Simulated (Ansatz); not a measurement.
# Notes on CaPd5

```
Ca Pd
1.0
     2.55394    4.42355    0.00000
    -2.55394    4.42355    0.00000
     0.00000    0.00000    4.19189
Ca Pd
1 5
Direct
  0.00000 0.00000 0.00000
  0.50000 0.50000 0.50000
  0.50000 0.00000 0.50000
  0.00000 0.50000 0.50000
  0.33330 0.33340 0.00000
  0.66660 0.66670 0.00000
```

Method: PBEsol, no spin polarisation; PAW, plane waves to 420 eV, 8×8×8 Γ-centred mesh, fermi-dirac occupations (width 0.1 eV) (Ansatz 0.2.0), atoms fixed.

Problem. What do density and ELF say about some of the short contacts?

Solution. Pd–Pd at 2.55 Å: least valence density 0.44 e/Å³ and ELF 0.22 there. Ca–Pd at 2.95 Å: least valence density 0.15 e/Å³ and ELF 0.08 there. These are pseudo-fields; inside the PAW spheres they differ from the all-electron ones.

Problem. Is it stable against the elements?

Solution. -0.24 eV an atom against the elements' usual phases (free molecules for gases, crystals otherwise, with no correction for O₂ or N₂), so it is bound against them; other compounds may still compete. Relaxing would lower it.

Problem. What does the stress say?

Solution. The pressure is 19.0 GPa (compression positive), so with the atoms held at these fractions the cell would first expand. The principal stresses 16.8, 16.8, 23.5 GPa differ, so its shape would change too.

Problem. Is there a gap?

Solution. It is a metal, with about 4.7 states/eV a cell as the mean within 0.25 eV of the Fermi level, mostly Pd d (79 %).

Problem. Give the Bader charges.

Solution. Bader charges in e: Ca +1.38, Pd -0.30 to -0.26. In the mean Ca gives up most and Pd takes most.

Origin: a database entry at a rescaled volume. Caveats: atoms or cell far from equilibrium.
